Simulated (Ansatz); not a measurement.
**Scan of one atom of the cell for Se (trigonal-Se type, space group P3_121)**

Starting cell, Se (trigonal-Se type, space group P3_121):

```
CELL_PARAMETERS angstrom
      9.06910     0.00000     0.00000
     -2.26727     3.92703     0.00000
      0.00000     0.00000     5.04146
ATOMIC_POSITIONS crystal
  Se 0.10907 0.00000 0.83333
  Se 0.60907 0.00000 0.83333
  Se 0.00000 0.21814 0.16667
  Se 0.50000 0.21814 0.16667
  Se 0.39093 0.78186 0.50000
  Se 0.89093 0.78186 0.50000
```

Scan: atom 1 (Se, nearest neighbour Se at 2.400 Å; its periodic images, 4.5 Å or more away, move with it) is displaced along Cartesian z, direction (0.000, 0.000, 1.000) in Cartesian axes, by s. The other atoms stay.

Computed with PBE (plane waves to 420 eV, PAW, scalar-relativistic; Ansatz, an electronic-structure program). k mesh 7×7×5 (Γ-centred), Fermi-Dirac smearing 0.05 eV. E stands for the smeared free energy. Stress and pressure are positive under compression. F∥ is the force on the atom along that direction. F⊥ is the part of the force across the line. Se was relaxed with its symmetry unable to fall. The zero of ΔE is the undisplaced structure.

```
s (Å)   ΔE (meV/cell)  F∥ (eV/Å)  |F⊥| (eV/Å)  P (GPa)
------  -------------  ---------  -----------  -------
-0.240          227.3      1.919        0.771     0.65
-0.192          144.8      1.521        0.525     0.42
-0.144           81.2      1.132        0.333     0.23
-0.096           36.0      0.751        0.189     0.10
-0.048            9.0      0.375        0.083     0.02
0.000             0.0      0.000        0.000     0.00
0.048             9.0     -0.376        0.084     0.02
0.096            36.1     -0.755        0.192     0.10
0.144            81.6     -1.140        0.340     0.23
0.192           145.7     -1.535        0.536     0.42
0.240           229.1     -1.940        0.787     0.65
```

Derived quantities:

```
Quantity                                                                                                                                              Value
--------------------------------------------------------  -------------------------------------------------------------------------------------------------
Energy at s = 0.240 Å                                                                                                                        229.1 meV/cell
Force along the line at s = -0.240 Å                                                                                                              1.92 eV/Å
Shape of the curve                                                                           a single well with its minimum at or next to zero displacement
Force constant k = d²E/ds² at s = 0 (finite differences)                                                                                         7.80 eV/Å²
Harmonic estimate at the end of the scan                  ½ks² = 224.8 meV/cell against the computed 229.1 meV/cell, so the well is close to harmonic there
```

(For displaced atoms, the force is minus the slope of the energy, and its curvature is a force constant, which sets phonon frequencies.)
